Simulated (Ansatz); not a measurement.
NaCl:
```xyz
2
Lattice="0.0000 2.8007 2.8007 2.8007 0.0000 2.8007 2.8007 2.8007 0.0000" Properties=species:S:1:pos:R:3 pbc="T T T"
Cl     0.0000     0.0000     0.0000
Na     2.8007     2.8007     2.8007
```

Relaxed with PBEsol. Special points in fractions of this cell's reciprocal vectors: Γ (0.000, 0.000, 0.000); X (0.500, 0.000, 0.500); U (0.625, 0.250, 0.625); K (0.375, 0.375, 0.750); L (0.500, 0.500, 0.500); W (0.500, 0.250, 0.750).

List the band energies nearest the valence-band maximum at these points for DFT-PBEsol in the program Ansatz with PAW potentials.

In eV from the valence-band maximum; about four levels below and three above (degenerate sets whole), none deeper than 8.9 eV; points with the same levels are listed once.

```json
[
 {"k": "Γ", "below": "0.00 0.00 0.00", "above": "5.01 10.91 10.91 10.91"},
 {"k": "X", "below": "-1.76 -0.63 -0.63", "above": "7.47 7.83 11.27"},
 {"k": "U", "below": "-1.49 -1.18 -0.52", "above": "8.11 8.93 10.45"},
 {"k": "L", "below": "-2.03 -0.28 -0.28", "above": "7.10 10.66 10.81 10.81"},
 {"k": "W", "below": "-1.26 -1.26 -0.80", "above": "8.80 9.54 9.54"}
]
```

Space group Fm-3m (rock salt). The cell was relaxed with PBEsol under the symmetry of its start; phonons on a q-mesh show no instability.

Potentials: the later of the program's two PAW sets.
